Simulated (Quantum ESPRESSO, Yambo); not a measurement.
# WO₃: DFT and GW levels

```xyz
12
Lattice="7.4029 0.0000 0.0000 -3.7015 6.4111 0.0000 0.0000 0.0000 3.8064" Properties=species:S:1:pos:R:3 pbc="T T T"
O      0.0000     2.7469     0.0000
O      3.7015     3.6642     0.0000
O      5.0240     1.3735     0.0000
O     -1.3226     5.0377     0.0000
O      1.3226     5.0377     0.0000
O      2.3789     1.3735     0.0000
O     -1.8507     3.2056     1.9032
O      3.7015     0.0000     1.9032
O      1.8507     3.2056     1.9032
W      1.8507     3.2056     0.0000
W     -1.8507     3.2056     0.0000
W      3.7015     0.0000     0.0000
```

The geometry is that of Materials Project entry mp-545665, symmetrised and not relaxed again.

Starting point: PBEsol (Quantum ESPRESSO, PseudoDojo norm-conserving, 84 Ry, scalar-relativistic). G0W0 in Yambo: 3×3×4 Γ-centred k mesh, bands 4 to 210 and a 6 Ry block in the screening, 210 bands in G with the Bruneval-Gonze terminator, plasmon pole fitted at 27.2 eV.

```json
{
 "PBEsol gap along the band path": "0.62 eV",
 "PBEsol gap between the mesh's edge points (A → Γ)": "0.62 eV",
 "G0W0 gap between the same points": "1.59 eV",
 "PBEsol smallest direct gap on the mesh (at (0, 0.333, 0))": "1.51 eV",
 "G0W0 direct gap at that point": "2.55 eV"
}
```

```csv
k point,band,E PBEsol (eV),E QP (eV),shift (eV),Z
Γ,VB,-1.03,-1.17,-0.14,0.76
Γ,CB,0.62,1.54,0.91,0.81
A,VB,0.00,-0.05,-0.05,0.75
A,CB,2.53,3.57,1.05,0.79
"(0, 0.333, 0)",VB,-0.82,-0.92,-0.11,0.75
"(0, 0.333, 0)",CB,0.69,1.62,0.94,0.81
K,VB,-0.59,-0.67,-0.08,0.75
K,CB,1.74,2.67,0.93,0.79
H,VB,-0.22,-0.30,-0.07,0.75
H,CB,2.55,3.55,1.00,0.79
```

Energies count from the PBEsol valence-band maximum.

Nearest settings tried, and what they do to the gap: 145 bands in W, 145 bands in G: +68 meV; 5 Ry block (245 vectors against 317): +28 meV; 3×3×2 mesh: -32 meV. So the settings aren't converged at that level.

Without spin-orbit coupling, band edges of such heavy elements can be off by tenths of an eV.
